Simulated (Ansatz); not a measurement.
Computed with DFT PBE, scalar-relativistic, plane waves, PAW (Ansatz). All cells share a 420 eV cutoff and Γ-centred k meshes spaced at most about 0.3 Å⁻¹ (about 0.25 or finer for metals, 2π included). No spin polarisation in the final relaxations.

These are static total energies at zero pressure.

Compare these two cells of ScB2Sb3, each relaxed at this level.

1. Space group P6/mmm (No. 191), hexagonal, a = 6.425 Å, c = 3.356 Å. Sc is surrounded by 2 Sc at 3.36 Å, 12 Sb at 3.62 Å and 6 B at 3.71 Å; around B lie 6 Sb at 2.50 Å, 2 B at 3.36 Å, 3 B at 3.71 Å and 3 Sc at 3.71 Å; Sb is surrounded by 4 B at 2.50 Å, 6 Sb at 3.21–3.36 Å and 4 Sc at 3.62 Å.

2. Space group R-3m (No. 166), trigonal, a = 6.278 Å, c = 13.968 Å. Sc has 6 Sb at 2.95 Å; around B lie 3 Sb at 2.52 Å; Sb is surrounded by 2 B at 2.52 Å, 2 Sc at 2.95 Å and 4 Sb at 3.14 Å.

Question: Which is lower in energy, and by how much?

Answer: Cell 1 is lower, by 0.32 eV/atom. Cell 1 has space group P6/mmm (No. 191), 20.0 Å³/atom and no gap on its mesh; cell 2 has space group R-3m (No. 166), 26.5 Å³/atom and no gap. The shortest distance is 2.50 Å (B–Sb) in cell 1 and 2.52 Å (B–Sb) in cell 2. The denser one is the lower, and pressure would at first widen the difference. Even the lower one lies +0.77 eV/atom against the reference forms of the elements (uncorrected), so neither is stable at this level. Both come from invented guesses. A third cell relaxed alike, in Pm, lies 0.38 eV/atom below the lower of the two.

These runs have no spin–orbit coupling, which can matter for Sb. Cells relaxed within their symmetry can be saddle points.
